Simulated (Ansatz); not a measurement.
MoS₂ in space group Pnnm (No. 58; Mo on 2a, S on 4g) at seven volumes, PBE in the plane-wave PAW code Ansatz, shape and atoms relaxed at each. One row is withheld.

| V (Å³/atom) | P (GPa) |
|---|---|
| 15.186 | 12.59 |
| 15.687 | 7.52 |
| 16.188 | 3.34 |
| 16.688 | -0.01 |
| 17.189 | -2.62 |
| 17.689 | ? |
| 18.190 | -5.16 |

Question: Fit the shown pressures and predict the withheld one.

Answer: P = (3/2)B₀(x^(7/2) − x^(5/2))[1 + (3/4)(B′ − 4)(x − 1)] with x = (V₀/V)^(2/3). Least squares on the six rows gives V₀ = 16.694 Å³/atom, B₀ = 90.7 GPa, B′ = 8.62. At V = 17.689, x = 0.9621 and P = -4.06 GPa. The run itself gave -4.25 GPa.

A made-up cell: these elements were put on the sites of a structure type; neither database checked (COD, Materials Project) lists it. It is not the phase usual at ambient conditions (space group No. 160, 194). The cell was relaxed with PBE under the symmetry of its start; its stability against distortions is not shown here. The run is not spin-polarised.

Potentials: the later of the program's two PAW sets.
